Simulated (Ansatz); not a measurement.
AlNi:
```xyz
2
Lattice="2.8326 0.0000 0.0000 0.0000 2.8326 0.0000 0.0000 0.0000 2.8326" Properties=species:S:1:pos:R:3 pbc="T T T"
Al     1.4163     1.4163     1.4163
Ni     0.0000     0.0000     0.0000
```

Relaxed with LDA.

Question: Decompose the optical modes at the zone centre into irreducible representations, and say which are infrared and Raman allowed.

Answer: Point group m-3m: Γ_opt = T1u. Infrared: T1u. Raman: none.

Question: Assign frequencies (DFPT, DFT-LDA in the program Ansatz with PAW potentials).

Answer: T1u 308 cm⁻¹.

Space group Pm-3m (CsCl type). The LDA relaxation kept the symmetry of its start; of distortions, only those at the zone centre were tested. No spin polarisation was allowed. As this level gives no gap, phonon frequencies hold no LO–TO term and depend on the k-mesh and smearing (Fermi–Dirac, 0.1 eV here).

Potentials: the later of the program's two PAW sets.
